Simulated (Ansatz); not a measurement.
Relaxed-ion elastic tensor of Ti₃Al in space group P6_3/mmc (No. 194; Al on 2c, Ti on 6h) in GPa (Voigt order), LDA in the plane-wave PAW code Ansatz; density 4.54 g/cm³, 15.59 Å³ per atom.

```
 202   101  76.3   0.0   0.0   0.0
 101   202  76.3   0.0   0.0   0.0
76.3  76.3   251   0.0   0.0   0.0
 0.0   0.0   0.0  54.6   0.0   0.0
 0.0   0.0   0.0   0.0  54.6   0.0
 0.0   0.0   0.0   0.0   0.0  50.3
```

Question: Is the crystal mechanically stable?

Answer: Yes: the smallest eigenvalue of C is 50.3 GPa.

Question: Work out the Voigt, Reuss and Hill averages.

Answer: K_V = 129, K_R = 129, K_H = 129; G_V = 58.6, G_R = 56.6, G_H = 57.6 GPa.

Question: Give Young's modulus, Poisson's ratio, Pugh's ratio and the universal anisotropy index.

Answer: E = 9KG/(3K + G) = 150 GPa; ν = 0.31; K/G = 2.24 (ductile by the Pugh limit of 1.75); A_U = 5G_V/G_R + K_V/K_R − 6 = 0.18.

Question: Estimate the sound speeds and the Debye temperature.

Answer: v_l = √((K + 4G/3)/ρ) = 6730 m/s, v_t = √(G/ρ) = 3560 m/s, mean 3980 m/s; Θ = (h/k)(3n/4πV)^(1/3) v_m = 474 K.

Question: How much does each axis shrink under pressure?

Answer: Linear compressibilities β_i = Σ_j S_ij (j = 1 to 3): x 2.7, y 2.7, z 2.3 per TPa.

The LDA relaxation kept the symmetry of its start. The run is not spin-polarised. As this level gives no gap, shear constants depend on the k-mesh and smearing (Fermi–Dirac, 0.1 eV here).

Potentials: the later of the program's two PAW sets.
